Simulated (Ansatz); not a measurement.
# BP (F-43m): energy against volume by PBE and RPA

```cif
data_structure
_symmetry_space_group_name_H-M 'P 1'
_symmetry_Int_Tables_number 1
_cell_length_a 3.2089
_cell_length_b 3.2089
_cell_length_c 3.2089
_cell_angle_alpha 60.000
_cell_angle_beta 60.000
_cell_angle_gamma 60.000
_cell_volume 23.36
loop_
_atom_site_label
_atom_site_type_symbol
_atom_site_fract_x
_atom_site_fract_y
_atom_site_fract_z
_atom_site_occupancy
B1 B 0.00000 0.00000 0.00000 1
P1 P 0.25000 0.25000 0.25000 1
```

RPA total energy on PBE orbitals, hard PAW set made for 700 eV (Ansatz); 4×4×4 mesh, wave cutoff 700 eV, correlation extrapolated to infinite response cutoff from cutoffs up to 280 eV, 8 electrons, all correlated, long-wavelength term: neglected.

A Birch-Murnaghan fit gives PBE: V0 = 11.84 Å³ an atom (lattice constants +0.4 % against the given cell), B0 = 161 GPa.

(1) What does RPA on these orbitals give?

Answers

(1) RPA: V0 = 11.74 Å³ an atom (lattice constants +0.2 % against the given cell), B0 = 169 GPa. The RPA points scatter about the fit by some 0.4 meV, so its minimum and above all its modulus are rough. The points for the whole cell, counted from the given cell:

```
V/V_given  V (Å³)  PBE (meV)  Hartree-Fock expression on these orbitals (meV)  RPA (meV)
     0.92   21.49        116                                              151        102
     0.96   22.43         34                                               48         26
     1.00   23.36          0                                                0          0
     1.04   24.30          6                                               -3         13
     1.08   25.23         44                                               33         60
```

This ran on a trial build of the method. The mesh is coarse, so these are values at the stated settings, not converged ones.
